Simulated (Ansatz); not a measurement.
# Notes on CsIn

```xyz
4
Lattice="0.0000 4.2434 4.2434 4.2434 0.0000 4.2434 4.2434 4.2434 0.0000" Properties=species:S:1:pos:R:3 pbc="T T T"
In    0.0000    0.0000    0.0000
In    2.1217    2.1217    2.1217
Cs    4.2434    4.2434    4.2434
Cs    6.3651    6.3651    6.3651
```

Method: r2SCAN, no spin polarisation; PAW, plane waves to 500 eV, 7×7×7 Γ-centred mesh, fermi-dirac occupations (width 0.1 eV) (Ansatz 0.2.0), atoms fixed.

- Charges: Bader charges in e: Cs +0.59, In -0.59. In the mean Cs gives up most and In takes most.
- Stress: The pressure is 0.7 GPa (compression positive), so with the atoms held at these fractions the cell would first expand.
- Contacts: In–In at 3.67 Å: least valence density 0.12 e/Å³ and ELF 0.59 there. In–Cs at 3.67 Å: least valence density 0.07 e/Å³ and ELF 0.07 there. Cs–Cs at 3.67 Å: least valence density 0.06 e/Å³ and ELF 0.03 there. Both are smooth PAW fields, read partly inside the augmentation spheres.
- Electronic structure: It is a metal on this mesh, though the bands barely overlap, with about 0.24 states/eV a cell as the mean within 0.25 eV of the Fermi level, mostly In p (86 %).

Origin: a known structure type with other elements, at an estimated volume, so it need not be a known compound.
